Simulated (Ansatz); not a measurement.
**Ba$_{3}$PbO (Pm-3m), clamped-ion strain scan**

The calculation used DFT r2SCAN, scalar-relativistic, plane waves, PAW (Ansatz). Cutoff 500 eV, Γ-centred 10×10×10 k-points, Gaussian smearing of 0.15 eV. Spin–orbit coupling is left out, which can shift energies with elements as heavy as these. No spin polarisation. Energies are free energies at this smearing, counted from the undisturbed cell; pressure is positive in compression.

Zero of the scan (as given, not relaxed at this level; it stands at 0.7 GPa, and it needn't be the usual structure):

```
Ba Pb O
1.0
     5.45900    0.00000    0.00000
     0.00000    5.45900    0.00000
     0.00000    0.00000    5.45900
Ba Pb O
3 1 1
Direct
  0.00000 0.50000 0.50000
  0.50000 0.00000 0.50000
  0.50000 0.50000 0.00000
  0.00000 0.00000 0.00000
  0.50000 0.50000 0.50000
```

The cell is strained by ε times the Voigt pattern (0, 0, 1, 0, 0, 0) (xx, yy, zz, yz, xz, xy; engineering shear) with fractional coordinates fixed. The cell is metallic on the mesh throughout.

| ε | ΔE (meV/atom) | stress summed along the pattern (GPa, tension positive) | pressure (GPa) |
| --- | --- | --- | --- |
| -0.0600 | 41.7 | -6.67 | 3.8 |
| -0.0450 | 24.2 | -4.88 | 2.9 |
| -0.0300 | 11.8 | -3.30 | 2.1 |
| 0.0000 | 0.0 | -0.67 | 0.7 |
| 0.0150 | -0.3 | 0.42 | 0.1 |
| 0.0450 | 7.9 | 2.20 | -0.9 |
| 0.0600 | 15.7 | 2.93 | -1.3 |